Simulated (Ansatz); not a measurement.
PbF2:
```yaml
crystal:
  lattice:
    - [0.00000, 2.97270, 2.97270]
    - [2.97270, 0.00000, 2.97270]
    - [2.97270, 2.97270, 0.00000]
  atoms:
    - { symbol: Pb, position: [0.00000, 0.00000, 0.00000] }
    - { symbol: F, position: [0.25000, 0.25000, 0.25000] }
    - { symbol: F, position: [0.75000, 0.75000, 0.75000] }
```

Tensor components refer to the Cartesian frame of this cell.

Give the high-frequency dielectric tensor and the Born effective charge tensors of the independent atoms from DFPT, the program Ansatz at the r²SCAN+D4 level (PAW).


ε∞:
```
3.16  0.00  0.00
0.00  3.16  0.00
0.00  0.00  3.16
```
Z* of atom 1 (Pb), rows: field, columns: displacement, in e:
```
3.20  0.00  0.00
0.00  3.20  0.00
0.00  0.00  3.20
```
Z* of atom 2 (F), rows: field, columns: displacement, in e:
```
-1.60   0.00   0.00
 0.00  -1.60   0.00
 0.00   0.00  -1.60
```

Static charges for comparison (Bader): Pb1 +1.62, F2 -0.81 e. Born charges measure polarisation by displacement and can exceed these by far.

Space group Fm-3m (fluorite). The cell was relaxed with r²SCAN+D4 under the symmetry of its start. Scalar-relativistic: spin–orbit coupling is off unless named, which matters more the heavier the elements.

Potentials: the later of the program's two PAW sets.
